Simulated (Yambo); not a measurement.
G0W0@PBEsol for BaHI (space group P4/nmm, No. 129) in Yambo. Reference settings: 2×2×2 Γ-centred k mesh, 243 bands and a 7 Ry block in the screening, 243 bands in G with the Bruneval-Gonze terminator, plasmon pole fitted at 27.2 eV. The PBEsol gap Z → Z on this mesh is 2.66 eV; G0W0 gaps are taken between the same points.

With and without the terminator, as bands are cut:

```
bands in G (in W)  gap, terminator (eV)  gap, none (eV)  valence shift, terminator (eV)  valence shift, none (eV)
-----------------  --------------------  --------------  ------------------------------  ------------------------
85 (243)                          4.089           3.948                          -0.893                    -0.429
152 (243)                         4.124           4.082                          -0.993                    -0.796
243 (243)                         4.126           4.107                          -1.016                    -0.928
```

Over this range the gap spans 0.037 eV with the terminator and 0.159 eV without, the valence shift 0.123 eV and 0.499 eV. Neither column has reached its limit for certain.

Spin-orbit coupling is not included.

Geometry of the Materials Project entry, not relaxed at this level; primitive cell a = 4.7758 Å, b = 4.7758 Å, c = 7.8002 Å, α = 90.00°, β = 90.00°, γ = 90.00°.

A shift is the quasiparticle energy of the state minus its PBEsol energy.
